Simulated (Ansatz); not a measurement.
An Ansatz (an electronic-structure program) run. Input:

Ansatz 0.2 input:
```yaml
crystal:
  lattice:
    - [-5.1553220179, 5.1553220179, 5.1553220179]
    - [5.1553220179, -5.1553220179, 5.1553220179]
    - [5.1553220179, 5.1553220179, -5.1553220179]
  atoms:
    - { symbol: Si, position: [0.625, 0.375, 0.25] }
    - { symbol: Si, position: [0.875, 0.125, 0.75] }
    - { symbol: Si, position: [0.25, 0.625, 0.375] }
    - { symbol: Si, position: [0.75, 0.875, 0.125] }
    - { symbol: Si, position: [0.375, 0.25, 0.625] }
    - { symbol: Si, position: [0.125, 0.75, 0.875] }
    - { symbol: Bi, position: [0.5, 0.0, 0.3323293125] }
    - { symbol: Bi, position: [0.0, 0.8323293125, 0.5] }
    - { symbol: Bi, position: [0.1676706875, 0.1676706875, 0.1676706875] }
    - { symbol: Bi, position: [0.8323293125, 0.5, 0.0] }
    - { symbol: Bi, position: [0.0, 0.3323293125, 0.5] }
    - { symbol: Bi, position: [0.5, 0.0, 0.8323293125] }
    - { symbol: Bi, position: [0.3323293125, 0.5, 0.0] }
    - { symbol: Bi, position: [0.6676706875, 0.6676706875, 0.6676706875] }
    - { symbol: O, position: [0.3475092469, 0.1917876955, 0.4200396598] }
    - { symbol: O, position: [0.8082123045, 0.7282519643, 0.1557215514] }
    - { symbol: O, position: [0.2717480357, 0.9274695872, 0.0799603402] }
    - { symbol: O, position: [0.0725304128, 0.6524907531, 0.3442784486] }
    - { symbol: O, position: [0.1524907531, 0.5725304128, 0.8442784486] }
    - { symbol: O, position: [0.6917876955, 0.8475092469, 0.9200396598] }
    - { symbol: O, position: [0.2282519643, 0.3082123045, 0.6557215514] }
    - { symbol: O, position: [0.4274695872, 0.7717480357, 0.5799603402] }
    - { symbol: O, position: [0.4200396598, 0.3475092469, 0.1917876955] }
    - { symbol: O, position: [0.1557215514, 0.8082123045, 0.7282519643] }
    - { symbol: O, position: [0.0799603402, 0.2717480357, 0.9274695872] }
    - { symbol: O, position: [0.3442784486, 0.0725304128, 0.6524907531] }
    - { symbol: O, position: [0.8442784486, 0.1524907531, 0.5725304128] }
    - { symbol: O, position: [0.9200396598, 0.6917876955, 0.8475092469] }
    - { symbol: O, position: [0.6557215514, 0.2282519643, 0.3082123045] }
    - { symbol: O, position: [0.5799603402, 0.4274695872, 0.7717480357] }
    - { symbol: O, position: [0.1917876955, 0.4200396598, 0.3475092469] }
    - { symbol: O, position: [0.7282519643, 0.1557215514, 0.8082123045] }
    - { symbol: O, position: [0.9274695872, 0.0799603402, 0.2717480357] }
    - { symbol: O, position: [0.6524907531, 0.3442784486, 0.0725304128] }
    - { symbol: O, position: [0.5725304128, 0.8442784486, 0.1524907531] }
    - { symbol: O, position: [0.8475092469, 0.9200396598, 0.6917876955] }
    - { symbol: O, position: [0.3082123045, 0.6557215514, 0.2282519643] }
    - { symbol: O, position: [0.7717480357, 0.5799603402, 0.4274695872] }
kpoints:
  mp_grid: { grid: [4, 4, 4] }
hamiltonian:
  xc: r2scan
  pseudopotentials: { kind: paw }
scf:
  occupations: { method: fixed }
checkpoint: { read: static.run }
output: { write_density: true, elf: true, volumetric_format: npy }
basis: { fft_grid_basis: typed }
```

Output (shortened):

```
Pseudopotential: Si, paw, valence charge 4
Pseudopotential: Bi, paw, valence charge 15
Pseudopotential: O, paw, valence charge 6
Functional definition: r2SCAN
Crystal: 38 atoms, lattice volume = 548.059 Å³
Basis set: ecut = 500 eV, 13835 PW (Γ), exchange–correlation on 288×288×288 points (64 copies of the dense FFT grid, shifted against one another)
Bands: 182, of which v1, the nominal top of the filled ones, is band 144 counted from 1 (143 counted from 0)
Symmetry: 24 space group operations
Space group: I-43d (ITA 220), of the structure as read, at distance tolerance 8.2e-5 Å
k-points: 8 of 64 (time reversal used)
Stability of the state it starts from, as read at its close in the unpolarized treatment …
iter 1 solved again at ethr=1.24e-7 eV; its pass at ethr=3.10e-3 eV (dr2=3.58e-4 eV) is discarded
SCF iter   1: F=—  HF=-116789.252598 eV  |F-HF|=—  |Δ(HF+E_count)|=         —  Δρ=8.91e-7  dr2=5.48e-9  dr2_τ=2.80e-10  ethr=1.24e-7  ⟨swp⟩=3.9  Hψ=9361  notcnv=0  defer=281
preconditioner: auto → Resta (q_TF=auto, 2.451 Å⁻¹)
SCF iter   2: F=—  HF=-116789.253204 eV  |F-HF|=—  |Δ(HF+E_count)|=   6.06e-4  Δρ=6.00e-7  dr2=2.27e-9  dr2_τ=3.76e-10  ethr=1.90e-12  ⟨swp⟩=15.0  Hψ=9365  notcnv=0
SCF iter   3: F=-116789.253204 eV  HF=-116789.253204 eV  |F-HF|=5.24e-10  |Δ(HF+E_count)|=  4.22e-10  Δρ=3.10e-7  dr2=6.70e-10  dr2_τ=3.55e-11  ethr=1.00e-12  ⟨swp⟩=1.0  Hψ=3320  notcnv=0
SCF 1 converged in 3 iterations: F = -116789.253204 eV  dr2 = 6.70e-10
SCF converged after 3 iterations
Free energy (F): -116789.253204 eV
Harris-Foulkes:  -116789.253204 eV  (|F-HF|=5.24e-10)
Internal energy: -116789.253204 eV  (E = F + TS)
E sigma→0 (E₀):  -116789.253204 eV
Fermi energy:    6.708330 eV
--- Per-component energies (eV) ---
  E_band       = -1325.584518
  E_kinetic    = 6947.230416
  E_local      = -22075.809716  (includes V_loc(G=0)·N_el)
  E_nonlocal   = 5813.437784
  E_hartree    = 7567.976004
  E_xc         = -3218.819202
  E_vxc        = -4118.416515  (∫ρ·V_xc dr)
  E_paw        = -92482.597914  (= ΣΔE_a)
  E_vpaw       = -3293.235844  (= ΣTr[D̂ρ^β])
  E_aug_tail   = 0.023197  (compensation charges beyond the density's cutoff)
  E_vtau       = 265.234211  (kinetic-family band-sum trace: ∫τ·v_τ [+ j·A + Jᵃ·Aᵃ] dr)
  E_ewald      = -19346.472970
  E_core_change = 5.779198  (= ΣΔE_core)
  E_smearing   =  0.000000  (= −TS)
  E_closure    = 0.000000  (closes the sum)
  Σ components = -116789.253204   (vs F -116789.253204, Δ=0.00e0)
  [band-id]    e_kinetic+e_local+e_nonlocal+2·e_hartree+e_vxc+e_vpaw+e_augmentation_tail+e_vtau = -1325.584460   (vs E_band -1325.584518, Δ=5.81e-5)
--- Band table (eV; the first three rows and the last of 8) ---
  k-point 0: bands = ["-15.9264", "-15.9264", "-15.9264", "-15.8920", "-15.8920", "-15.8920", "-15.8478", "-15.8478", "-15.8236", "-15.8236", "-15.8042", "-15.8042", "-15.8042", "-15.7983", "-15.7983", "-15.7983", "-15.6751", "-15.6751", "-15.6713", …
  k-point 1: bands = ["-15.9336", "-15.9270", "-15.9163", "-15.8956", "-15.8899", "-15.8857", "-15.8495", "-15.8469", "-15.8351", "-15.8289", "-15.8132", "-15.8112", "-15.8054", "-15.8005", "-15.7838", "-15.7827", "-15.6741", "-15.6738", "-15.6715", …
  k-point 2: bands = ["-15.9360", "-15.9360", "-15.8941", "-15.8941", "-15.8812", "-15.8812", "-15.8676", "-15.8676", "-15.8286", "-15.8286", "-15.8132", "-15.8132", "-15.8059", "-15.8059", "-15.7759", "-15.7759", "-15.6726", "-15.6726", "-15.6702", …
  k-point 7: bands = ["-15.9027", "-15.9027", "-15.9027", "-15.9027", "-15.9027", "-15.9027", "-15.8627", "-15.8627", "-15.8627", "-15.8627", "-15.7897", "-15.7897", "-15.7897", "-15.7897", "-15.7897", "-15.7897", "-15.6713", "-15.6713", "-15.6713", …
```

Cost: roughly 2.3 core-minutes on shared cores.

The first step of the workflow began from a Materials Project structure, measured or hypothetical; the Crystallography Open Database files this formula in space group No. 220, but the cells were not matched. Its standing as an ambient phase is unchecked. The r²SCAN relaxation kept the symmetry of its start; its stability against distortions is not shown here. Scalar-relativistic: spin–orbit coupling is off unless named, which matters more the heavier the elements.

Potentials: the later of the program's two PAW sets.

Ansatz is a plane-wave DFT program.
